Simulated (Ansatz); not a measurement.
Relaxed Au (fcc, Cu type):

```
Au
1.0
    0.00000     4.15718     4.15718
    2.07859     2.07859     4.15718
    2.07859     2.07859     0.00000
Au
2
Direct
  0.00000   0.00000   0.00000
  0.50000   0.00000   0.00000
```

The atoms are displaced by Q × the pattern below (from a DFPT mode at X = (0.5, 0.5, 0.0), largest move 1; Q in Å), at fixed cell. It is one choice among 2 degenerate patterns. (q is in reciprocal vectors of the primitive cell; the cell shown is doubled to hold the pattern.)

```csv
atom,x,y,z
Au1,0.000,1.000,0.000
Au2,0.000,-1.000,0.000
```

The numbers are results of PBE (plane waves to 420 eV, PAW, scalar-relativistic; Ansatz, a quantum-chemistry and plane-wave program), not measurements. k mesh 19×19×19 (Γ-centred), Fermi-Dirac smearing 0.05 eV. The energy includes the smearing's −TS. With partly filled bands, energies and forces of such displacements shift with the k mesh and the smearing. Au was relaxed with its symmetry unable to fall. Spin-orbit coupling is left out, though Au is heavy. ΔE is measured from the undisplaced structure. The last digit holds for this mesh only.

```csv
Q (Å),ΔE (meV/cell)
-0.2800,424.3
-0.2333,276.1
-0.1867,166.7
-0.1400,89.2
-0.0933,withheld
-0.0467,9.3
0.0000,0.0
0.0467,9.3
0.0933,withheld
0.1400,89.2
0.1867,166.7
0.2333,276.1
0.2800,424.3
```

### Question
Fit an even polynomial form (powers 2, 4, 6) to the given rows and predict ΔE at Q = -0.0933.

### Answer
Least squares on the 11 given rows: ΔE = (4241)·Q² + (16060)·Q⁴ + (-14300)·Q⁶, in meV/cell with Q in Å; root-mean-square residual 0.02 meV/cell. At -0.0933 the fit gives 38.1 meV/cell; the calculation gives 38.2 meV/cell, so the interpolation is off by -0.1 (-0.3 %). The quadratic term alone would give 36.9 meV/cell.

(For displaced atoms, the force is minus the slope of the energy, and its curvature is a force constant, which sets phonon frequencies.)
